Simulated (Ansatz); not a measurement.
An Ansatz (a quantum-chemistry and plane-wave program) input:

Ansatz 0.2 input:
```yaml
crystal:
  lattice:
    - [4.1389941157, 0.0, 0.0]
    - [-2.0694970578, 3.5844740503, 0.0]
    - [0.0, 0.0, 9.351627002]
  atoms:
    - { symbol: In, position: [0.5005510261, 0.0, 0.6666666667] }
    - { symbol: In, position: [0.0, 0.5005510261, 0.3333333333] }
    - { symbol: In, position: [0.4994489739, 0.4994489739, 0.0] }
    - { symbol: P, position: [0.5002885346, 0.0, 0.1666666667] }
    - { symbol: P, position: [0.0, 0.5002885346, 0.8333333333] }
    - { symbol: P, position: [0.4997114654, 0.4997114654, 0.5] }
kpoints:
  mp_grid: { grid: [5, 5, 2] }
hamiltonian:
  xc: hse06
  pseudopotentials: { azcp: { folder: ./paw }, kind: paw }
scf:
  n_extra_bands: 6
  occupations: { method: fixed }
output:
  eigenvalues: true
  eigenstates:
    e_range: [-9.0, 8.6]
    kpoints:
      - [-0.020833, 0.0, 0.0]  # VBM
      - [0.0, 0.0, 0.0]  # CBM
```

How many symmetry operations and irreducible k-points will the run report?

6 operations, 10 of 50 k-points.

With a cutoff of 420 eV, how many plane waves at Γ?

2671.

It took around 70 core-seconds (rough) on shared server cores.

The points marked VBM and CBM come from a semilocal run.

Space group P6_222. The start of the workflow was typed in or built on a structure type; neither database checked (COD, Materials Project) lists it. It is not the phase usual at ambient conditions (space group No. 216). The cell was relaxed with r²SCAN under the symmetry of its start; whether a distortion lowers the energy is not shown. Point labels and valley counts follow the cell and symmetry of the run, lower than the named group.

Potentials: the earlier of the program's two PAW sets.

Ansatz is a plane-wave DFT program.
